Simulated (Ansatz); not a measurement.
# Run times of several calculations on TiO2 with Au replacing Ti

TiO2 with Au replacing Ti, cell charge -1. Cell: 36 atoms, space group Pmmm, a = 6.494 Å, b = 6.494 Å, c = 8.872 Å, α = 90.00°, β = 90.00°, γ = 90.00°.

All runs are DFT with Ansatz 0.2.0 on 1 thread of Arm Neoverse V2 (aarch64; 32 cores open to the job, memory cap 3.0 GiB, no GPU), a shared host.

Task: Rank the runs by wall time, shortest first.
A. relaxation of the ions, PBE, 420 eV, 3×3×2 k-points, smearing 0.01 eV
B. single point at relaxed positions, r2SCAN, 500 eV, 3×3×2 k-points, smearing 0.01 eV
C. single point, PBE, 420 eV, 3×3×2 k-points, smearing 0.01 eV

Result: C (81 s, 1.1 GiB), B (5 min, 1.7 GiB), A (11 min, 1.1 GiB).
